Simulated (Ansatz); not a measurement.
TiO₂:
```
CELL_PARAMETERS angstrom
     -1.88488     1.88488     4.77591
      1.88488    -1.88488     4.77591
      1.88488     1.88488    -4.77591
ATOMIC_POSITIONS crystal
  Ti 0.50000 0.50000 0.00000
  Ti 0.25000 0.75000 0.50000
  O  0.29247 0.29247 0.00000
  O  0.04247 0.54247 0.50000
  O  0.45753 0.95753 0.50000
  O  0.70753 0.70753 0.00000
```

Relaxed with PBEsol. Special points in fractions of this cell's reciprocal vectors: Γ (0.000, 0.000, 0.000); X (0.000, 0.000, 0.500); P (0.250, 0.250, 0.250); N (0.000, 0.500, 0.000); M (0.500, 0.500, -0.500); S (0.289, 0.711, -0.289); S0 (-0.289, 0.289, 0.289); R (-0.078, 0.078, 0.500); G (0.500, 0.500, -0.078).

### Question
List the band energies nearest the valence-band maximum at these points for plane-wave PAW PBEsol (Ansatz code).

### Answer
In eV from the valence-band maximum; about four levels below and three above (degenerate sets whole), none deeper than 8.9 eV; points with the same levels are listed once.

```tsv
k	below	above
Γ	-0.78 -0.78 -0.48 -0.48	2.11 2.86 4.06 4.06
X	-2.10 -2.10 -0.05 -0.05	3.35 3.35 3.85 3.85
P	-1.62 -1.62 -0.26 -0.26	3.60 3.60 3.62 3.62
N	-1.99 -0.97 -0.83 -0.65	3.26 3.59 3.60
M	-1.27 -1.27 -0.11 -0.11	2.47 2.47 3.82 3.82
S	-1.21 -0.95 -0.92 -0.81	3.25 3.52 3.61
R	-1.93 -1.93 -0.09 -0.09	3.32 3.32 3.79 3.79
```

Space group I4_1/amd (anatase). The PBEsol relaxation kept the symmetry of its start. The run is not spin-polarised.

Potentials: the later of the program's two PAW sets.
